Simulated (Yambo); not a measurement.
G0W0@PBEsol for ZnO (space group P4_2/mnm, No. 136) in Yambo. Reference settings: 2×2×4 Γ-centred k mesh, bands 17 to 217 and a 8 Ry block in the screening, 217 bands in G with the Bruneval-Gonze terminator, plasmon pole fitted at 27.2 eV. The PBEsol gap Γ → Γ on this mesh is 0.78 eV; G0W0 gaps are taken between the same points.

With and without the terminator, as bands are cut:

```json
[
 {"bands in G (in W)": "101 (217)", "gap, terminator (eV)": "2.015", "gap, none (eV)": "1.728", "valence shift, terminator (eV)": "-0.825", "valence shift, none (eV)": "-0.222"},
 {"bands in G (in W)": "151 (217)", "gap, terminator (eV)": "1.987", "gap, none (eV)": "1.774", "valence shift, terminator (eV)": "-0.815", "valence shift, none (eV)": "-0.433"},
 {"bands in G (in W)": "217 (217)", "gap, terminator (eV)": "1.970", "gap, none (eV)": "1.825", "valence shift, terminator (eV)": "-0.800", "valence shift, none (eV)": "-0.562"}
]
```

Over this range the gap spans 0.045 eV with the terminator and 0.097 eV without, the valence shift 0.025 eV and 0.340 eV. Neither column has reached its limit for certain.

Geometry of the Materials Project entry, not relaxed at this level; primitive cell a = 5.518 Å, b = 5.518 Å, c = 3.259 Å, α = 90.00°, β = 90.00°, γ = 90.00°.

This is not the ordinary phase of the substance; no match was found in the copy of COD used, and its stability was not checked.

A shift is the quasiparticle energy of the state minus its PBEsol energy.
